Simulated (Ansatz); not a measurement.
Data:

C$_{3}$N$_{4}$:
```cif
data_C9N12
_chemical_formula_sum 'C9 N12'
_space_group_name_H-M_alt 'R3m :H'
_space_group_IT_number 160
_space_group_name_Hall 'R 3 -2"'
_cell_length_a 4.74842
_cell_length_b 4.74842
_cell_length_c 9.44682
_cell_angle_alpha 90.000
_cell_angle_beta 90.000
_cell_angle_gamma 120.000
loop_
_atom_site_label
_atom_site_type_symbol
_atom_site_symmetry_multiplicity
_atom_site_Wyckoff_symbol
_atom_site_fract_x
_atom_site_fract_y
_atom_site_fract_z
_atom_site_occupancy
C1 C 9 b 0.15679 0.31358 0.33319 1
N1 N 9 b 0.17005 0.34009 0.99997 1
N2 N 3 a 0.00000 0.00000 0.66553 1
```
(The calculation used a cell of 7 atoms; values per cell refer to that cell.)

This is the r²SCAN+D4-relaxed structure.

Problem. All from the program Ansatz at the r²SCAN+D4 level (PAW), unless another level is named. Estimate the Born charges (a third of the trace).

Solution. C +2.16, N -2.07 to -1.47 e.

Problem. What about the electronic dielectric constant ε∞ (DFPT)?

Solution. 5.60 (xx = yy), 2.43 (zz).

Problem. And the largest static χ(2) component?

Solution. 64 pm/V.

The first step of the workflow began from a Materials Project structure, measured or hypothetical; the Crystallography Open Database copy checked does not list it. COD files the formula under space group No. 227. Its standing as an ambient phase is unchecked. Symmetry was held in the r²SCAN+D4 relaxation. At this level the phase is dynamically unstable (imaginary phonons). Its formation energy is positive at this level, so the cell may be metastable or incomplete.

Potentials: the earlier of the program's two PAW sets. The files were generated under PBE; for other functionals the program regenerates the frozen cores, and for LDA and PBEsol the local potential too.
